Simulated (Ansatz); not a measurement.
Se:
```
CELL_PARAMETERS angstrom
      4.35898     0.00000     0.00000
     -2.17949     3.77499     0.00000
      0.00000     0.00000     5.01541
ATOMIC_POSITIONS crystal
  Se 0.22460 0.00000 0.83333
  Se 0.00000 0.22460 0.16667
  Se 0.77540 0.77540 0.50000
```

Relaxed with r²SCAN+D4.

Question: Decompose the optical modes at the zone centre into irreducible representations, and say which are infrared and Raman allowed.

Answer: Point group 32: Γ_opt = A1 + A2 + 2E. Infrared: A2, E. Raman: A1, E.

Question: Assign frequencies (DFPT, r²SCAN+D4 in the plane-wave PAW code Ansatz).

Answer: A2 104, E 142, E 225, A1 237 cm⁻¹.

Space group P3_121 (trigonal Se type). The cell was relaxed with r²SCAN+D4 under the symmetry of its start; of distortions, only those at the zone centre were tested.

Potentials: the later of the program's two PAW sets.
